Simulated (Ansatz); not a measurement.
Calculation for TaSi (rocksalt type): DFT, PBE, all-electron LAPW, scalar-relativistic (Ansatz 0.2.0). This run: rocksalt relaxed under pressure.

The cell comes from a relaxation on PAW files under the same functional, begun from a prototype that needn't be the stable phase.

Command: `ansatz run input.yaml --threads 1 --pin off --max-ram 3584MiB --backend cpu --events-out ev --progress --plain --runs-dir out` It took 2.7 min on 1 thread of Arm Neoverse V2, on a shared host, peak memory 0.79 GiB.

```yaml
crystal:
  lattice:
    - [0.0, 2.0337188204, 2.0337188204]
    - [2.0337188204, 0.0, 2.0337188204]
    - [2.0337188204, 2.0337188204, 0.0]
  atoms:
    - { symbol: Ta, position: [0.0, 0.0, 0.0] }
    - { symbol: Si, position: [0.5, 0.5, 0.5] }
kpoints:
  mp_grid: { grid: [16, 16, 16] }
scf:
  occupations: { method: fermi_dirac, width: 0.1 }
hamiltonian:
  xc: pbe
  pseudopotentials: { kind: all_electron, lapw: { basis_error: 0.0005 } }
output:
  forces: true
  stress: true
  eigenvalues: true
relax:
  f_tol: 0.005
  max_steps: 12
  cell: { p_target: 430.0, stress_tol: 0.215 }
```

Output:

```
The last accepted step is kept in <dir> (removed where the run ends without a failure and the disk answers)
LAPW: plane waves up to 11.992 Å⁻¹, error target 5.0e-4 eV per atom; small_component_spin mean_spin; Si in spheres of 0.867 Å, 12 of its electrons in bands, Dirac shells []; Ta in spheres of 1.105 Å, 45 of its electrons in bands, Dirac shells [] (how accurate: hamiltonian.pseudopotentials.lapw.basis_error, Limitations)
Engine: ansatz 0.2.0
Pseudopotentials: kind: all_electron
Pseudopotential: Ta, LAPW, valence charge 45, lapw/all_electron/scalar/gaussian/Ta, Koelling and Harmon's equation, gaussian nucleus
Pseudopotential: Si, LAPW, valence charge 12, lapw/all_electron/scalar/gaussian/Si, Koelling and Harmon's equation, gaussian nucleus
Functional definition: PBE
  parameter kappa = 0.804
  parameter beta = 0.06672455060314922
  exchange = pbe_x(kappa = kappa, mu = beta*pi^2/3)
  correlation = pbe_c(beta = beta)
Crystal: 2 atoms, lattice volume = 16.823 Å³
Basis set: ecut = 547.871786834696 eV, 531 PW (Γ), exchange–correlation at level 2
Bands: 35, of which v1, the nominal top of the filled ones, is band 29 counted from 1 (28 counted from 0)
Symmetry: 48 space group operations
Space group: Fm-3m (ITA 225), of the structure as read, at distance tolerance 2.6e-5 Å
k-points: 145 of 4096
Non-local potential: Ta, projectors of the file, none
Non-local potential: Si, projectors of the file, none
Initial density: superposition of atomic densities (chi_scale 0.1, normalization cell, long waves kept (reshape's long-wave potential 0.00 eV rms))
Initial wavefunctions: plane waves of lowest kinetic energy (no species holds an atomic orbital)
Functional: x = pbe(κ = 0.804, μ = 0.2195149727645171), c = pbe(β = 0.06672455060314922)
iter 1 solved again at ethr=2.37e-4 eV; its pass at ethr=1.00e-1 eV (dr2=1.35e-1 eV) is discarded
SCF iter   1: F=—  HF=-432448.720540 eV  |F-HF|=—  |Δ(HF+E_count)|=         —  Δρ=4.63e-2  dr2=1.36e-1  ethr=2.37e-4  ⟨swp⟩=2.9  Hψ=33389  notcnv=0
preconditioner: auto → Kerker (q_TF=auto, 3.344 Å⁻¹)  [metal: Δε(μ)=0.063 eV  Ē_g=26.264 eV  σ=0.100 eV  W_gap=0.15  n_scr=14 (ndim 8)  ℏωp=48.8 eV  f_vac=0.000  D(μ)=0.51/eV (n_scr^D=0)]
SCF iter   2: F=—  HF=-432448.537104 eV  |F-HF|=—  |Δ(HF+E_count)|=   1.83e-1  Δρ=2.90e-2  dr2=6.07e-2  ethr=2.37e-4  ⟨swp⟩=2.0  Hψ=15228  notcnv=0
SCF iter   3: F=—  HF=-432448.463868 eV  |F-HF|=—  |Δ(HF+E_count)|=   7.32e-2  Δρ=2.27e-2  dr2=3.81e-2  ethr=1.07e-4  ⟨swp⟩=2.0  Hψ=14479  notcnv=0
SCF iter   4: F=—  HF=-432448.455796 eV  |F-HF|=—  |Δ(HF+E_count)|=         —  Δρ=6.58e-3  dr2=4.63e-3  ethr=6.68e-5  ⟨swp⟩=2.0  Hψ=14476  notcnv=0
the basis was enlarged: its passes take 315.3 KiB over the memory plan, 1 of 1 planned eigensolver slots
iter 5 solved again at ethr=5.24e-7 eV; its pass at ethr=8.13e-6 eV (dr2=2.99e-4 eV) is discarded
SCF iter   5: F=—  HF=-432448.454891 eV  |F-HF|=—  |Δ(HF+E_count)|=   9.05e-4  Δρ=1.44e-3  dr2=2.98e-4  ethr=5.24e-7  ⟨swp⟩=2.0  Hψ=24750  notcnv=0
SCF iter   6: F=—  HF=-432448.454764 eV  |F-HF|=—  |Δ(HF+E_count)|=   1.27e-4  Δρ=4.25e-4  dr2=1.73e-5  ethr=5.23e-7  ⟨swp⟩=2.1  Hψ=14493  notcnv=0
SCF iter   7: F=—  HF=-432448.454760 eV  |F-HF|=—  |Δ(HF+E_count)|=   3.89e-6  Δρ=9.81e-5  dr2=9.55e-7  ethr=3.03e-8  ⟨swp⟩=2.0  Hψ=14476  notcnv=0
SCF iter   8: F=—  HF=-432448.454760 eV  |F-HF|=—  |Δ(HF+E_count)|=   6.65e-8  Δρ=1.96e-5  dr2=4.19e-8  ethr=1.68e-9  ⟨swp⟩=2.0  Hψ=14476  notcnv=0
SCF iter   9: F=-432448.454760 eV  HF=-432448.454760 eV  |F-HF|=5.53e-9  |Δ(HF+E_count)|=   4.85e-8  Δρ=7.64e-6  dr2=7.71e-9  ethr=7.35e-11  ⟨swp⟩=2.1  Hψ=14493  notcnv=0
SCF 1 converged in 9 iterations: F = -432448.454760 eV  dr2 = 7.71e-9
relax step   1: F+E_penalty+E_count = -432448.45475967 eV  Δ(F+E_penalty+E_count) = +0.000e0 eV  max|allowed force component| = 2.892e-30 eV/Å  Δτ_max = 0.0000 Å  P = +422.338 GPa  Ω = 16.823 Å³  (9 SCF iters, accepted)
Crystal: 2 atoms, lattice volume = 16.599 Å³
Basis set: ecut = 552.7792238085686 eV, 531 PW (Γ), exchange–correlation at level 2
Initial density: handed on by an earlier stage of this run
Initial wavefunctions: those handed on with the density
iter 1 solved again at ethr=1.26e-7 eV; its pass at ethr=1.00e-1 eV (dr2=7.16e-5 eV) is discarded
SCF iter   1: F=—  HF=-432447.852672 eV  |F-HF|=—  |Δ(HF+E_count)|=         —  Δρ=7.29e-4  dr2=7.22e-5  ethr=1.26e-7  ⟨swp⟩=4.0  Hψ=27308  notcnv=0
preconditioner: auto → Kerker (q_TF=auto, 3.351 Å⁻¹)  [metal: Δε(μ)=0.150 eV  Ē_g=27.282 eV  σ=0.100 eV  W_gap=0.33  n_scr=14 (ndim 8)  ℏωp=49.1 eV  f_vac=0.000  D(μ)=0.50/eV (n_scr^D=0)]
SCF iter   2: F=—  HF=-432447.852614 eV  |F-HF|=—  |Δ(HF+E_count)|=   5.72e-5  Δρ=6.62e-4  dr2=7.20e-5  ethr=1.26e-7  ⟨swp⟩=2.0  Hψ=14466  notcnv=0
SCF iter   3: F=—  HF=-432447.852580 eV  |F-HF|=—  |Δ(HF+E_count)|=   3.48e-5  Δρ=4.54e-4  dr2=3.47e-5  ethr=1.26e-7  ⟨swp⟩=2.0  Hψ=14466  notcnv=0
SCF iter   4: F=—  HF=-432447.852569 eV  |F-HF|=—  |Δ(HF+E_count)|=   1.06e-5  Δρ=1.69e-4  dr2=5.46e-6  ethr=6.09e-8  ⟨swp⟩=2.0  Hψ=14466  notcnv=0
iter 5 solved again at ethr=8.60e-10 eV; its pass at ethr=9.58e-9 eV (dr2=4.90e-7 eV) is discarded
SCF iter   5: F=—  HF=-432447.852568 eV  |F-HF|=—  |Δ(HF+E_count)|=   7.96e-7  Δρ=4.98e-5  dr2=4.90e-7  ethr=8.60e-10  ⟨swp⟩=2.0  Hψ=24738  notcnv=0
[... lines left out ...]
SCF 3 converged in 6 iterations: F = -432448.209820 eV  dr2 = 5.02e-9
relax step   3: F+E_penalty+E_count = -432448.20981984 eV  Δ(F+E_penalty+E_count) = +2.449e-1 eV  max|allowed force component| = 1.348e-30 eV/Å  Δτ_max = 0.0000 Å  P = +429.949 GPa  Ω = 16.731 Å³  (6 SCF iters, accepted)
iter 1 solved again at ethr=1.30e-12 eV; its pass at ethr=1.00e-1 eV (dr2=7.43e-10 eV) is discarded
SCF iter   1: F=—  HF=-432448.209820 eV  |F-HF|=—  |Δ(HF+E_count)|=         —  Δρ=3.54e-6  dr2=7.32e-10  ethr=1.38e-11 (applied; sched 1.30e-12)  ⟨swp⟩=3.4  Hψ=24402  notcnv=0
preconditioner: auto → Kerker (q_TF=auto, 3.347 Å⁻¹)  [metal: Δε(μ)=0.146 eV  Ē_g=27.219 eV  σ=0.100 eV  W_gap=0.31  n_scr=14 (ndim 8)  ℏωp=48.9 eV  f_vac=0.000  D(μ)=0.51/eV (n_scr^D=0)]
SCF iter   2: F=-432448.209820 eV  HF=-432448.209820 eV  |F-HF|=2.91e-10  |Δ(HF+E_count)|=  5.24e-10  Δρ=2.07e-6  dr2=2.19e-10  ethr=1.11e-11 (applied; sched 1.28e-12)  ⟨swp⟩=2.0  Hψ=14472  notcnv=0
SCF 4 converged in 2 iterations: F = -432448.209820 eV  dr2 = 2.19e-10
relax step   4: F+E_penalty+E_count = -432448.20981994 eV  Δ(F+E_penalty+E_count) = -9.744e-8 eV  max|allowed force component| = 2.301e-30 eV/Å  Δτ_max = 0.0000 Å  P = +429.949 GPa  Ω = 16.731 Å³  stress off target by 5.12e-2 GPa  SCF on the basis re-selected at this cell (its energy is not comparable with the rows above)  (2 SCF iters)
basis re-selected at this cell: Δ(F+E_penalty+E_count) = -9.744e-8 eV, ΔP = +0.000 GPa vs the last step (what re-selecting the basis moved, after the strain that the cell walked since its last selection, with what the two solves' SCF thresholds leave and, on support functions, any second-order correction that the steps lacked; it is no measure of the basis error at this ecutwfc). This SCF's stress stands 5.12e-2 GPa from its target on what of the cell is left free (relax.cell.stress_tol is 2.15e-1 GPa) and its largest allowed force component is 2.30e-30 eV/Å (relax.f_tol is 5.00e-3 eV/Å): within both
SCF converged after 2 iterations
Free energy (F): -432448.209820 eV
Harris-Foulkes:  -432448.209820 eV  (|F-HF|=2.91e-10)
Internal energy: -432448.193071 eV  (E = F + TS)
E sigma→0 (E₀):  -432448.201445 eV
Entropy (-TS):   -0.016749 eV (-8.375 meV/atom)
Fermi energy:    39.384539 eV
--- Per-component energies (eV) ---
  E_band       = -4834.517181
  E_kinetic    = 481969.181999
  E_xc         = -9217.353863
  E_electrostatic = -905200.021207  (all electrons and nuclei)
  E_smearing   = -0.016749  (= −TS)
  E_closure    = 0.000000  (closes the sum)
  E_atoms      = -432446.226439  (free atoms, spherical and without spin; not in F)
  Σ components = -432448.209820   (vs F -432448.209820, Δ=0.00e0)
  Basis errors (estimates in eV, not in F): energy 1.7e-4 per atom: plane waves 1.6e-4 (8.7e-5 summed), levels above the bands 8.3e-66, relativity 3.0e-8, radial functions 1.8e-5, core shells 2.8e-11; eigenvalues (radial functions only) 7.2e-7; not estimated: angular momenta, meshes, grids; target (lapw.basis_error) 5.0e-4; muffin-tin radii Si 0.866 Å, Ta 1.103 Å
--- Forces (eV/Å), atoms counted from 1 ---
  atom   1  Ta     0.00000000     0.00000000     0.00000000
  atom   2  Si    -0.00000000    -0.00000000    -0.00000000
  max |Σ_I F_I| component: 2.76e-30 eV/Å
--- Stress (GPa, compression-positive) ---
      429.948790       0.000000       0.000000
        0.000000     429.948790       0.000000
        0.000000       0.000000     429.948790
  P = ⅓ Tr σ = 429.9488 GPa (4299.488 kbar)
--- Band table (eV; the first three rows and the last of 145) ---
  k-point 0: bands = ["-494.5926", "-355.0890", "-355.0890", "-355.0890", "-176.6257", "-176.6257", "-176.6257", "-176.6033", "-176.6033", "-95.2356", "-51.2194", "-51.2194", "-51.2194", "-28.3586", "5.1682", "5.1682", "5.1682", "20.3094", "20.3094", "20.3094", "20.3322", "20.4744", "20.4744", "20.4744", "23.5144", "34.7985", "34.7985", "34.7985", "37.0095", "37.0095", "44.7647", "44.7647", "44.7647", "46.8174", "59.8917"]
  k-point 1: bands = ["-494.5926", "-355.0890", "-355.0890", "-355.0890", "-176.6257", "-176.6257", "-176.6257", "-176.6033", "-176.6033", "-95.2355", "-51.2198", "-51.2195", "-51.2195", "-28.3505", "5.0713", "5.1563", "5.1563", "20.3083", "20.3125", "20.3125", "20.3352", "20.4694", "20.4694", "20.4746", "23.7174", "34.6094", "34.8939", "34.8939", "36.8341", "36.8341", "44.6860", "45.1927", "45.1927", "47.2400", "60.1081"]
  k-point 2: bands = ["-494.5926", "-355.0890", "-355.0890", "-355.0890", "-176.6257", "-176.6257", "-176.6257", "-176.6033", "-176.6033", "-95.2354", "-51.2210", "-51.2195", "-51.2195", "-28.3277", "4.8033", "5.1226", "5.1226", "20.3046", "20.3210", "20.3210", "20.3446", "20.4556", "20.4556", "20.4752", "24.2915", "34.1438", "35.0253", "35.0253", "36.5910", "36.5910", "44.4146", "46.3412", "46.3412", "48.4841", "59.9270"]
  k-point 144: bands = ["-494.5926", "-355.0890", "-355.0890", "-355.0890", "-176.6257", "-176.6257", "-176.6257", "-176.6033", "-176.6033", "-95.2345", "-51.2244", "-51.2244", "-51.2231", "-28.0928", "3.8026", "3.8026", "4.3172", "20.3650", "20.3650", "20.3658", "20.3786", "20.3902", "20.3902", "20.4525", "28.8384", "32.9130", "32.9130", "33.9790", "43.5315", "43.6738", "43.6738", "44.9220", "50.1974", "56.0823", "56.0823"]
--- Relaxed structure (3 steps of the walk, 2 accepted, 1 SCFs on fresh bases) ---
  F+E_penalty+E_count = -432448.20981994 eV   max|allowed force component| = 2.301e-30 eV/Å   (the final SCF, on the basis selected at the relaxed cell)
  cell:  # Å, volume = 16.7309 Å³
    - [2.624116596941229e-33, 2.030001000100621, 2.030001000100621]
    - [2.030001000100621, 2.420301715625405e-33, 2.030001000100621]
    - [2.030001000100621, 2.030001000100621, 2.6495934571057068e-33]
  atoms:
    - { symbol: Ta, position: [-4.775018560050977e-49, 4.757495556160881e-49, 4.775018560050977e-49] }
    - { symbol: Si, position: [0.5, 0.5, 0.5] }
```

Next run (CsCl relaxed under pressure), as changes to the input before:

```diff
   lattice:
-    - [0.0, 2.0337188204, 2.0337188204]
-    - [2.0337188204, 0.0, 2.0337188204]
-    - [2.0337188204, 2.0337188204, 0.0]
+    - [2.5358406848, 0.0, 0.0]
+    - [0.0, 2.5358406848, 0.0]
+    - [0.0, 0.0, 2.5358406848]
   atoms:
```

Results part of the output:

```
basis re-selected at this cell: Δ(F+E_penalty+E_count) = -1.403e-7 eV, ΔP = -0.002 GPa vs the last step (what re-selecting the basis moved, after the strain that the cell walked since its last selection, with what the two solves' SCF thresholds leave and, on support functions, any second-order correction that the steps lacked; it is no measure of the basis error at this ecutwfc). This SCF's stress stands 1.72e-2 GPa from its target on what of the cell is left free (relax.cell.stress_tol is 2.15e-1 GPa) and its largest allowed force component is 1.02e-30 eV/Å (relax.f_tol is 5.00e-3 eV/Å): within both
SCF converged after 2 iterations
Free energy (F): -432449.663205 eV
Harris-Foulkes:  -432449.663205 eV  (|F-HF|=2.97e-9)
Internal energy: -432449.640263 eV  (E = F + TS)
E sigma→0 (E₀):  -432449.651734 eV
Entropy (-TS):   -0.022942 eV (-11.471 meV/atom)
Fermi energy:    40.251141 eV
--- Per-component energies (eV) ---
  E_band       = -4736.510252
  E_kinetic    = 481967.729711
  E_xc         = -9217.124938
  E_electrostatic = -905200.245036  (all electrons and nuclei)
  E_smearing   = -0.022942  (= −TS)
  E_closure    = 0.000000  (closes the sum)
  E_atoms      = -432446.226439  (free atoms, spherical and without spin; not in F)
  Σ components = -432449.663205   (vs F -432449.663205, Δ=0.00e0)
[... lines left out ...]
        0.000000     429.982834       0.000000
        0.000000       0.000000     429.982834
  P = ⅓ Tr σ = 429.9828 GPa (4299.828 kbar)
--- Band table (eV; the first three rows and the last of 165) ---
  k-point 0: bands = ["-492.7557", "-353.2561", "-353.2561", "-353.2561", "-174.7953", "-174.7953", "-174.7953", "-174.7822", "-174.7822", "-93.7528", "-49.7384", "-49.7384", "-49.7384", "-26.7636", "7.1834", "7.1834", "7.1834", "22.1642", "22.1642", "22.1642", "22.2338", "22.2581", "22.2581", "22.2581", "24.0245", "32.7713", "32.7713", "44.9530", "44.9530", "44.9530", "45.9893", "45.9893", "45.9893", "54.3133", "54.3133"]
  k-point 1: bands = ["-492.7557", "-353.2561", "-353.2561", "-353.2561", "-174.7953", "-174.7953", "-174.7953", "-174.7822", "-174.7822", "-93.7527", "-49.7390", "-49.7383", "-49.7383", "-26.7534", "7.0429", "7.1951", "7.1951", "22.1603", "22.1667", "22.1667", "22.2322", "22.2481", "22.2599", "22.2599", "24.2007", "32.8475", "32.9207", "43.8765", "43.8765", "45.0095", "45.7331", "47.0206", "47.0206", "53.4626", "54.5847"]
  k-point 2: bands = ["-492.7557", "-353.2561", "-353.2561", "-353.2561", "-174.7953", "-174.7953", "-174.7953", "-174.7822", "-174.7822", "-93.7525", "-49.7409", "-49.7382", "-49.7382", "-26.7243", "6.6576", "7.2285", "7.2285", "22.1493", "22.1733", "22.1733", "22.2217", "22.2274", "22.2658", "22.2658", "24.6924", "33.0728", "33.3186", "42.4468", "42.4468", "45.1620", "45.1748", "48.3234", "48.3234", "51.6924", "55.2385"]
  k-point 164: bands = ["-492.7557", "-353.2561", "-353.2561", "-353.2561", "-174.7954", "-174.7954", "-174.7954", "-174.7820", "-174.7820", "-93.7481", "-49.7509", "-49.7509", "-49.7509", "-25.9968", "5.2649", "5.2649", "5.2649", "22.0266", "22.2038", "22.2038", "22.2038", "22.2897", "22.2897", "22.2897", "29.6651", "29.6651", "29.6651", "38.6991", "48.3963", "48.3963", "48.3963", "51.6913", "51.6913", "59.6677", "59.6677"]
--- Relaxed structure (3 steps of the walk, 3 accepted, 1 SCFs on fresh bases) ---
  F+E_penalty+E_count = -432449.66320492 eV   max|allowed force component| = 1.019e-30 eV/Å   (the final SCF, on the basis selected at the relaxed cell)
  cell:  # Å, volume = 16.2208 Å³
    - [2.531381351132882, 1.4444474582904269e-34, 6.419766481290786e-35]
    - [1.1234591342258874e-34, 2.531381351132882, -1.6049416203226965e-35]
    - [6.419766481290786e-35, -1.6049416203226965e-35, 2.531381351132882]
  atoms:
    - { symbol: Ta, position: [-8.994095066577713e-50, 1.977822421404766e-37, -1.1866934528430059e-36] }
    - { symbol: Si, position: [0.5, 0.5, 0.5] }
```

Next run (zincblende relaxed under pressure), as changes to the input before:

```diff
   lattice:
-    - [2.5358406848, 0.0, 0.0]
-    - [0.0, 2.5358406848, 0.0]
-    - [0.0, 0.0, 2.5358406848]
+    - [0.0, 2.1072916469, 2.1072916469]
+    - [2.1072916469, 0.0, 2.1072916469]
+    - [2.1072916469, 2.1072916469, 0.0]
   atoms:
-    - { symbol: Si, position: [0.5, 0.5, 0.5] }
+    - { symbol: Si, position: [0.25, 0.25, 0.25] }
 kpoints:
-  mp_grid: { grid: [16, 16, 16] }
+  mp_grid: { grid: [14, 14, 14] }
 scf:
```

Command: `ansatz run input.yaml --threads 1 --pin off --max-ram 3584MiB --backend cpu --events-out ev --progress --plain --runs-dir out` It took 5 min on 1 thread of Arm Neoverse V2, on a shared host, peak memory 0.67 GiB.

Results part of the output:

```
basis re-selected at this cell: Δ(F+E_penalty+E_count) = -3.469e-8 eV, ΔP = -0.002 GPa vs the last step (what re-selecting the basis moved, after the strain that the cell walked since its last selection, with what the two solves' SCF thresholds leave and, on support functions, any second-order correction that the steps lacked; it is no measure of the basis error at this ecutwfc). This SCF's stress stands 8.73e-3 GPa from its target on what of the cell is left free (relax.cell.stress_tol is 2.15e-1 GPa) and its largest allowed force component is 1.85e-17 eV/Å (relax.f_tol is 5.00e-3 eV/Å): within both
SCF converged after 2 iterations
Free energy (F): -432440.067351 eV
Harris-Foulkes:  -432440.067351 eV  (|F-HF|=1.76e-8)
Internal energy: -432440.045912 eV  (E = F + TS)
E sigma→0 (E₀):  -432440.056631 eV
Entropy (-TS):   -0.021438 eV (-10.719 meV/atom)
Fermi energy:    33.896915 eV
--- Per-component energies (eV) ---
  E_band       = -5121.216000
  E_kinetic    = 481975.301426
  E_xc         = -9217.089576
  E_electrostatic = -905198.257763  (all electrons and nuclei)
  E_smearing   = -0.021438  (= −TS)
  E_closure    = 0.000000  (closes the sum)
  E_atoms      = -432446.226439  (free atoms, spherical and without spin; not in F)
  Σ components = -432440.067351   (vs F -432440.067351, Δ=0.00e0)
[... lines left out ...]
       -0.000000     429.991266       0.000000
       -0.000000       0.000000     429.991266
  P = ⅓ Tr σ = 429.9913 GPa (4299.913 kbar)
--- Band table (eV; the first three rows and the last of 104) ---
  k-point 0: bands = ["-499.8016", "-360.2972", "-360.2972", "-360.2972", "-181.8254", "-181.8254", "-181.8254", "-181.8160", "-181.8160", "-100.4825", "-56.4620", "-56.4620", "-56.4620", "-33.5338", "-0.4426", "-0.4426", "-0.4426", "15.0391", "15.1652", "15.1652", "15.1652", "15.2357", "15.2357", "15.2357", "20.6979", "28.9093", "28.9093", "28.9093", "33.2037", "33.2037", "43.6566", "43.6566", "43.6566", "44.5868", "51.8496"]
  k-point 1: bands = ["-499.8016", "-360.2972", "-360.2972", "-360.2972", "-181.8254", "-181.8254", "-181.8254", "-181.8160", "-181.8160", "-100.4824", "-56.4627", "-56.4621", "-56.4621", "-33.5271", "-0.5179", "-0.4509", "-0.4509", "15.0423", "15.1643", "15.1674", "15.1674", "15.2307", "15.2307", "15.2359", "20.9155", "28.8278", "29.0097", "29.0097", "33.0876", "33.0876", "43.2178", "44.0541", "44.0541", "44.9200", "52.4521"]
  k-point 2: bands = ["-499.8016", "-360.2972", "-360.2972", "-360.2972", "-181.8254", "-181.8254", "-181.8254", "-181.8160", "-181.8160", "-100.4823", "-56.4646", "-56.4623", "-56.4623", "-33.5084", "-0.7242", "-0.4741", "-0.4741", "15.0510", "15.1619", "15.1732", "15.1732", "15.2176", "15.2176", "15.2364", "21.5259", "28.6366", "29.2538", "29.2538", "32.8769", "32.8769", "42.2524", "45.1214", "45.1214", "45.7645", "53.2009"]
  k-point 103: bands = ["-499.8016", "-360.2972", "-360.2972", "-360.2972", "-181.8254", "-181.8254", "-181.8254", "-181.8160", "-181.8160", "-100.4813", "-56.4770", "-56.4661", "-56.4652", "-33.3536", "-1.4544", "-1.2144", "-0.9232", "15.1195", "15.1364", "15.1451", "15.1558", "15.2036", "15.2066", "15.2097", "26.0558", "27.4597", "29.5488", "31.0301", "36.2329", "37.1674", "39.0071", "39.7790", "45.7982", "48.2780", "51.3513"]
--- Relaxed structure (3 steps of the walk, 2 accepted, 1 SCFs on fresh bases) ---
  F+E_penalty+E_count = -432440.06735065 eV   max|allowed force component| = 1.850e-17 eV/Å   (the final SCF, on the basis selected at the relaxed cell)
  cell:  # Å, volume = 18.6669 Å³
    - [-9.681206862501621e-34, 2.1054622513048176, 2.1054622513048176]
    - [2.1054622513048176, 1.2228892878949416e-33, 2.1054622513048176]
    - [2.1054622513048176, 2.1054622513048176, 2.7005471774346627e-33]
  atoms:
    - { symbol: Ta, position: [-9.44400653857185e-34, 8.834715794147861e-34, 9.44400653857185e-34] }
    - { symbol: Si, position: [0.25, 0.25, 0.25] }
```

Spin–orbit coupling is left out, which matters for the heavy atoms.
